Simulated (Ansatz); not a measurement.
MgZn3O4:
```yaml
crystal:
  lattice:
    - [6.48653, 0.00000, 0.00000]
    - [-3.24326, 5.61750, 0.00000]
    - [0.00000, 0.00000, 5.18716]
  atoms:
    - { symbol: Mg, position: [0.66667, 0.33333, 0.00124] }
    - { symbol: O, position: [0.66667, 0.33333, 0.38209] }
    - { symbol: Zn, position: [0.83424, 0.16576, 0.50102] }
    - { symbol: O, position: [0.83263, 0.16737, 0.88321] }
    - { symbol: Zn, position: [0.66848, 0.83424, 0.00102] }
    - { symbol: O, position: [0.66526, 0.83263, 0.38321] }
    - { symbol: Zn, position: [0.83424, 0.66848, 0.50102] }
    - { symbol: O, position: [0.83263, 0.66526, 0.88321] }
    - { symbol: Zn, position: [0.16576, 0.33152, 0.00102] }
    - { symbol: O, position: [0.16737, 0.33474, 0.38321] }
    - { symbol: Zn, position: [0.33152, 0.16576, 0.50102] }
    - { symbol: O, position: [0.33474, 0.16737, 0.88321] }
    - { symbol: Zn, position: [0.16576, 0.83424, 0.00102] }
    - { symbol: O, position: [0.16737, 0.83263, 0.38321] }
    - { symbol: Mg, position: [0.33333, 0.66667, 0.50124] }
    - { symbol: O, position: [0.33333, 0.66667, 0.88209] }
```

Relaxed with r²SCAN. Special points in fractions of this cell's reciprocal vectors: Γ (0.000, 0.000, 0.000); M (0.500, 0.000, 0.000); K (0.333, 0.333, 0.000); A (0.000, 0.000, 0.500); L (0.500, 0.000, 0.500); H (0.333, 0.333, 0.500).

Problem. List the band energies nearest the valence-band maximum at these points for r²SCAN (plane waves, PAW; program Ansatz).

Solution. In eV from the valence-band maximum; about four levels below and three above (degenerate sets whole), none deeper than 8.9 eV; points with the same levels are listed once.

| k | below | above |
|---|---|---|
| Γ | -0.53 -0.06 0.00 0.00 | 1.94 6.32 6.79 6.79 |
| M | -0.52 -0.47 -0.34 -0.19 | 4.25 4.36 6.86 |
| K | -0.65 -0.65 -0.48 -0.48 -0.40 | 4.70 4.99 4.99 |
| A | -0.30 -0.30 -0.30 -0.30 | 4.53 4.53 6.63 6.63 6.63 6.63 |
| L | -0.89 -0.89 -0.60 -0.60 | 5.73 5.73 5.94 5.94 |
| H | -0.94 -0.94 -0.81 -0.81 | 6.10 6.10 6.11 6.11 |

Space group P6_3mc. The start of the workflow was typed in or built on a structure type; neither database checked (COD, Materials Project) lists it. Whether it is the stable phase at ambient conditions was not checked. Symmetry was held in the r²SCAN relaxation; whether a distortion lowers the energy is not shown.

Potentials: the earlier of the program's two PAW sets.
